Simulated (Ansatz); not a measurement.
Here is the system:

MgO:
```yaml
crystal:
  lattice:
    - [0.00000, 2.10711, 2.10711]
    - [2.10711, 0.00000, 2.10711]
    - [2.10711, 2.10711, 0.00000]
  atoms:
    - { symbol: Mg, position: [0.00000, 0.00000, 0.00000] }
    - { symbol: O, position: [0.50000, 0.50000, 0.50000] }
```

This is the PBEsol-relaxed structure.

Task: All from the program Ansatz at the PBEsol level (PAW), unless another level is named. Give the highest zone-centre frequency (without LO–TO term).

Result: 387 cm^-1.

Task: What about the bulk modulus (Birch–Murnaghan fit)?

Result: 157 GPa.

Task: What about the vibrational entropy at 300 K?

Result: 14.1 J/(K·mol of atoms).

Space group Fm-3m (rock salt). Symmetry was held in the PBEsol relaxation; phonons on a q-mesh show no instability. The volume moved by -16 % from the start of the relaxation.

Potentials: the later of the program's two PAW sets.
